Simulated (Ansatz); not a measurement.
Values for one crystal, relaxed and computed with LDA in the plane-wave PAW code Ansatz; other levels are named.

- Volume per atom = 26.22 Å³
- Electronic character = metallic (no gap)
- Pressure derivative B′ = 4.6
- Formation energy from the elements (no fitted shifts) = -0.065 eV/atom
- Zone-centre stability = no imaginary mode at Γ
- Density of states at the Fermi level = 0.09 states/eV per atom (mean over ±0.08 eV)
- Bulk modulus (Birch–Murnaghan fit) = 55.2 GPa

### Question
Pick the material that matches.
A. LuBPd3, cubic perovskite
B. Ga2BiAs, R3m (Ga on 3a, Ga on 3a, Bi on 3a, As on 3a)
C. TaSnO3, cubic perovskite
D. GeP3, R-3m (Ge on 6c, P on 18h)

### Answer
B, Ga2BiAs, R3m (Ga on 3a, Ga on 3a, Bi on 3a, As on 3a)

The workflow started from a Materials Project entry (that database holds measured and hypothetical structures alike); the Crystallography Open Database copy checked does not list it. Whether it is the stable phase at ambient conditions was not checked. The LDA relaxation kept the symmetry of its start. The references are the lowest solids computed at this level, not always the standard phases. Spin–orbit coupling is left out wherever it is not named.

Potentials: the later of the program's two PAW sets.
